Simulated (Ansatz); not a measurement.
The start is a relaxed Ti cell displaced along its unstable phonon at q = (½, 0, 0) of its primitive reciprocal cell (75i cm⁻¹), largest move 0.15 Å. The cell and all atomic positions are relaxed at zero pressure with PBEsol (plane waves to 420 eV, PAW, scalar-relativistic; Ansatz, a program for electronic structure). First-step values are on the input's coarse k-mesh.

Ansatz input (later rounds restart from its end on a renewed k-mesh):
Ansatz 0.2 input:
```yaml
crystal:
  lattice:
    - [5.3792981804, 0, 0]
    - [-1.3448245451, 2.3293044394, 0]
    - [0, 0, 2.6977000397]
  atoms:
    - { symbol: Ti, position: [0, 0, 0.4443970798] }
    - { symbol: Ti, position: [0.5, 0, 0.5556029202] }
basis: { ecutwfc: 420, ecutrho_ratio: 4, xc_grid: 2, fft_grid_basis: typed }
kpoints: { mp_grid: { grid: [7, 14, 12] } }
hamiltonian:
  xc: pbesol
  dispersion: none
  pseudopotentials: { azcp: { folder: ./paw }, kind: paw }
scf: { occupations: { method: fermi_dirac, width: 0.05 } }
relax: { f_tol: 0.01, max_steps: 100, cell: { stress_tol: 0.02 } }
output: { forces: true, stress: true }
```

### Question
What is the largest force in the starting geometry, and on which atom (counted from 1)?

### Answer
0.20 eV/Å, on Ti1, Ti2 (atoms numbered as listed).

### Question
How does the volume per atom move from start to end?

### Answer
-1.3 %, from 16.90 to 16.68 Å³/atom.

### Question
Does it find its way back to the structure it was made from?

### Answer
It does not go back: it reaches Fm-3m (No. 225), fcc (Cu type), 0.30 eV/atom below the parent.

### Question
How do the shortest distances between atoms change?

### Answer
The closest pairs of elements (up to four, under 3.6 Å), start → end: Ti–Ti 2.69 → 2.87 Å.

### Question
Write out the relaxed structure.

### Answer

Space group Fm-3m (No. 225); a = 4.0561 Å, b = 4.0561 Å, c = 4.0561 Å, α = 90.00°, β = 90.00°, γ = 90.00°

| atom | site | symmetry | x | y | z |
|---|---|---|---|---|---|
| Ti | 4a | m-3m | 0.0000 | 0.0000 | 0.0000 |
(The calculation used a cell of 1 atom; values per cell refer to that cell.)

Final values are on a 20×20×20 k-mesh of the relaxed cell. No spin polarisation in the result.

The run could not lose the symmetry of its start, so the end can be a saddle point.

The relaxed structure here is a generated cell of Ti: the first start was made by placing the elements on the sites of a structure type, and the end was not matched to a known phase here, so it may be hypothetical. Known forms of Ti include space group No. 194.
